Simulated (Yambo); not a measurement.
BSE-type run in Yambo on K3RhF6 (space group Fm-3m, No. 225), at zero momentum.

Quantum ESPRESSO step (PBEsol, PseudoDojo standard norm-conserving files, scalar-relativistic):
```
&CONTROL
  calculation = 'nscf'
  pseudo_dir = './pseudo'
  outdir = './out'
/
&SYSTEM
  ibrav = 0
  nat = 10
  ntyp = 3
  ecutwfc = 88.0
  ecutrho = 352.0
  occupations = 'fixed'
  force_symmorphic = .true.
  nbnd = 110
/
&ELECTRONS
  conv_thr = 1e-08
  diago_full_acc = .true.
  diago_thr_init = 1e-08
/
ATOMIC_SPECIES
F 18.9984 F.upf
K 39.0983 K.upf
Rh 102.9055 Rh.upf
CELL_PARAMETERS angstrom
  0.000000000000   4.410575000000   4.410575000000
  4.410575000000   0.000000000000   4.410575000000
  4.410575000000   4.410575000000   0.000000000000
ATOMIC_POSITIONS crystal
F   0.224070000000   0.224070000000   0.775930000000
F   0.775930000000   0.775930000000   0.224070000000
F   0.775930000000   0.224070000000   0.224070000000
F   0.224070000000   0.775930000000   0.775930000000
F   0.224070000000   0.775930000000   0.224070000000
F   0.775930000000   0.224070000000   0.775930000000
K   0.250000000000   0.250000000000   0.250000000000
K   0.750000000000   0.750000000000   0.750000000000
K   0.500000000000   0.500000000000   0.500000000000
Rh   0.000000000000   0.000000000000   0.000000000000
K_POINTS automatic
4 4 4 0 0 0
```

Yambo input:
```
rim_cut
optics
bse
bss
dipoles
em1s
RandQpts= 1000000
RandGvec= 1 Ry
FFTGvecs= 40 Ry
Chimod= "HARTREE"
BSKmod= "SEX"
BSEmod= "resonant"
BSSmod= "hs"
BSENGexx= 15 Ry
BSENGBlk= 3 Ry
% BSEQptR
 1 | 1 |
%
% BSEBands
 29 | 51 |
%
% BEnRange
 0.0 | 8.2 | eV
%
% BDmRange
 0.15 | 0.15 | eV
%
BEnSteps= 164
% BLongDir
 1.0 | 0.0 | 0.0 |
%
BSHayTrs= -0.02
BSSNEig= 24
WRbsWF
% BndsRnXs
 5 | 106 |
%
NGsBlkXs= 3 Ry
% LongDrXs
 1.0 | 1.0 | 1.0 |
%
```

From the report:

The dimension is k points × valence × conduction bands = 64 × 15 × 8 = 7680.
```
  [SLEPC] Approach                          : Krylov-Schur
  [SLEPC] Number of requested eigenvalues   :  24
  [SLEPC] Number of eigenvalues        [NEV]:  24
   [K] Dimension                                    :   7680
   [K] Bands                                        :   29   51
   [K] Exchange res                                 : yes
   [K] Correlation res                              : yes
   [K] W interaction is bare                        : no
   [K] RL vectors exchange                          :  1211
   [K] RL vectors correlation                       :  137
   [W] Matrix size                                  :  137
   [W] Bands                                        :    5  106
   [W] Coulomb Cutoff                               : none
   [W] Hxc Kernel                                   : HARTREE
```

Spin-orbit coupling is not included.

Geometry of the Materials Project entry, not relaxed at this level.

The structure is a Materials Project entry; no match was found in the copy of COD used, and its stability was not checked.
